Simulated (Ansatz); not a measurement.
# Loss of H2O from H6C2N5Cl with H2O

Computed with DFT PBE+D3(BJ), scalar-relativistic, plane waves, PAW (Ansatz).

Plane waves to 420 eV, a k mesh through Γ of 4×4×4 on the computed 34-atom cell and Gaussian smearing (0.02 eV); no spin polarisation for the host; each changed cell takes a mesh and smearing chosen by its own gap and starts from the host's moments or customary ones, or runs without spin. Cells and atoms are relaxed to the nearest stationary point that keeps the symmetry of their start (forces under 0.02 to 0.04 eV/Å, stress under 0.1 to 0.2 GPa); energies are at zero smearing, without zero-point or thermal terms.

Relaxed crystal, with 2 H2O in the cell:

```
H C N Cl O
1.0
     6.18681    0.00606   -0.00592
     0.38295    6.23037    0.03105
     1.69894    0.90571    8.55042
H C N Cl O
16 4 10 2 2
Cartesian
  4.7278 5.2216 7.3666
  3.5409 1.9205 1.2089
  3.4074 4.4829 7.7224
  4.8613 2.6593 0.8531
  3.3138 5.1404 5.6423
  4.9549 2.0017 2.9333
  3.8242 5.1617 1.5131
  4.4445 1.9805 7.0624
  1.0056 6.0156 1.2561
  7.2631 1.1265 7.3195
  0.9551 4.3308 1.2417
  7.3136 2.8114 7.3339
  5.9471 5.1456 4.1099
  2.3216 1.9966 4.4657
  6.7678 5.1328 5.6985
  1.5009 2.0093 2.8771
  3.3666 5.1561 2.4995
  4.9021 1.9861 6.0761
  1.8086 5.1292 4.0724
  6.4601 2.0129 4.5031
  3.0345 5.1283 4.6126
  5.2342 2.0139 3.9630
  4.0095 5.1490 3.6357
  4.2592 1.9931 4.9399
  2.0009 5.1382 2.7173
  6.2678 2.0039 5.8583
  0.9205 5.1688 1.8351
  7.3482 1.9733 6.7405
  6.8148 5.1355 4.6679
  1.4539 2.0067 3.9076
  1.5387 1.9622 0.7216
  6.7300 5.1800 7.8540
  3.7556 5.2157 7.1657
  4.5131 1.9265 1.4098
```

Cases: (1) atoms 1, 2, 3, 4, 33, 34 removed; (2) atoms 1, 3, 33 removed.

The table gives the cost to move each H2O into the gas, before and after the rest relaxes.

```json
{"case": "1", "H2O removed": "2", "left": "H6C2N5Cl", "frozen (eV each)": "1.17", "relaxed (eV each)": "0.86", "relaxed (kJ/mol)": "83", "ΔV (%)": "-4.4", "space group": "P-1", "gap (eV)": "4.37"}
{"case": "2", "H2O removed": "1", "left": "H14C4N10Cl2O", "frozen (eV each)": "1.12", "relaxed (eV each)": "0.97", "relaxed (kJ/mol)": "94", "ΔV (%)": "-2.2", "space group": "P1", "gap (eV)": "4.13"}
```

The emptied cells are the nearest stationary points found and need not be the stable phases of those compositions.

Cost: 3 runs of about 28 core-minutes in all, on Arm Neoverse V1 (shared hosts).